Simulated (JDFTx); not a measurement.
WSi2(001) slab cut from bulk WSi2 (space group I4/mmm, indices of the conventional cell, lattice of the Materials Project entry mp-1620, not re-optimised): 6 atoms in 6 planes, a 1x1 cell of 10.33 Å² (|a| = 3.215, |b| = 3.215 Å), 6.5 Å between the outermost planes, Si outermost, slab composition W2Si4, cell height 22.5 Å, 6×6×1 k mesh, Fermi smearing 0.01 Ha, no spin polarisation. Whether this polymorph is the ambient one wasn't checked.

Profiles through the double layer of this slab, charged, in CANDLE, water, 2 M KCl; PBE, GBRV ultrasoft potentials, plane waves to 20/100 Ha, JDFTx (a modified build). z is the height above the outermost atoms, φ the plane-averaged electrostatic potential energy of an electron (zero in the bulk liquid), ρ_b the bound charge of solvent and ions, s the cavity shape function (0 in the solid, 1 in the liquid).

```csv
z (Å),n (e/Å³),s,φ (eV),ρ_b (10⁻³ e/Å³)
0.96,0.0964,0.00,-1.729,-0.07
1.43,0.0320,0.00,-0.823,-1.71
1.90,0.0088,0.01,-0.147,-4.51
2.37,0.0023,0.14,-0.029,-0.09
2.84,0.0006,0.42,-0.015,0.45
3.31,0.0001,0.72,-0.011,0.12
3.78,0.0000,0.94,-0.008,0.03
4.24,0.0000,1.00,-0.007,0.00
4.71,0.0000,1.00,-0.005,0.00
5.18,0.0000,1.00,-0.004,0.00
5.65,0.0000,1.00,-0.004,0.00
6.12,0.0000,1.00,-0.003,0.00
6.59,0.0000,1.00,-0.002,0.00
7.06,0.0000,1.00,-0.002,0.00
7.53,0.0000,1.00,-0.001,0.00
```

### Question
Is the electrode positively or negatively charged, and roughly by how much?

### Answer
Positively: σ = 4.3 μC/cm² per face. The liquid's bound charge is of the opposite sign overall, and far from the surface φ decays with the screening length (2.1 Å).
